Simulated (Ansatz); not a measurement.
ReW (L1₀ or tetragonal B2, P4/mmm) under volume change, PBE (plane waves, PAW; program Ansatz), shape and atoms relaxed at each volume.

```
V (Å³/atom)  E − E(relaxed) (meV/atom)  P (GPa)
-----------  -------------------------  -------
14.262                               …        …
14.732                            63.0    22.63
15.202                            14.9    10.44
15.672                             0.0     0.00
16.142                               …        …
16.613                            51.2   -16.58
17.083                           109.7   -23.06
```

What belongs in the gaps?


- 14.262, E − E(relaxed) (meV/atom): 149.8
- 14.262, P (GPa): 36.90
- 16.142, E − E(relaxed) (meV/atom): 13.5
- 16.142, P (GPa): -8.95

What does a third-order Birch–Murnaghan fit give for V₀, B₀ and B′?

V₀ = 15.67 Å³/atom, B₀ = 321 GPa, B′ = 4.2.

A made-up cell: these elements were put on the sites of a structure type; neither database checked (COD, Materials Project) lists it. Whether it is the stable phase at ambient conditions was not checked. The cell was relaxed with PBE under the symmetry of its start; whether a distortion lowers the energy is not shown. The run is not spin-polarised. Scalar-relativistic: spin–orbit coupling is off unless named, which matters more the heavier the elements.

Potentials: the earlier of the program's two PAW sets.
